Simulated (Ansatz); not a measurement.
According to DFT-PBE in the program Ansatz with PAW potentials, AlCo₃B in the anti-perovskite structure (Pm-3m) relaxes to a = 3.764 Å. Al has 12 nearest neighbours from 2.66 Å (cuboctahedral); B has 6 nearest neighbours from 1.88 Å (octahedral). Against the elements it lies at -0.27 eV/atom, with no fitted shifts.

Electronic character: metallic (no gap). The magnetic state found is ferromagnetic. The net moment is 0.21 μB per atom.

The bulk modulus is 201 GPa.

The start of the workflow was typed in or built on a structure type; neither database checked (COD, Materials Project) lists it. Its standing as an ambient phase is unchecked. Symmetry was held in the PBE relaxation; whether a distortion lowers the energy is not shown. Magnetic state: ferromagnetic, the only order run, not a proven ground state. The references are the lowest solids computed at this level, not always the standard phases.

Potentials: the earlier of the program's two PAW sets.
